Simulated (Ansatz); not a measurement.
Here is the system:

GaAs:
```xyz
2
Lattice="0.0000 2.8013 2.8013 2.8013 0.0000 2.8013 2.8013 2.8013 0.0000" Properties=species:S:1:pos:R:3 pbc="T T T"
Ga     0.0000     0.0000     0.0000
As     4.2020     4.2020     4.2020
```

This is the LDA-relaxed structure. x, y and z are the axes in which the lattice vectors are written.

### Question
All from DFT-LDA in the program Ansatz with PAW potentials, unless another level is named. Estimate the highest zone-centre frequency (without LO–TO term).

### Answer
269 cm⁻¹.

### Question
What about the piezoelectric stress constants (proper, relaxed ions, C/m²)?

### Answer
e14 = e25 = e36 = 0.23.

### Question
Next, the Poisson's ratio?

### Answer
0.24.

Space group F-43m (zinc blende). Symmetry was held in the LDA relaxation. Signs of piezoelectric constants follow the polarity of the cell as given.

Potentials: the earlier of the program's two PAW sets. The files were generated under PBE; for other functionals the program regenerates the frozen cores, and for LDA and PBEsol the local potential too.
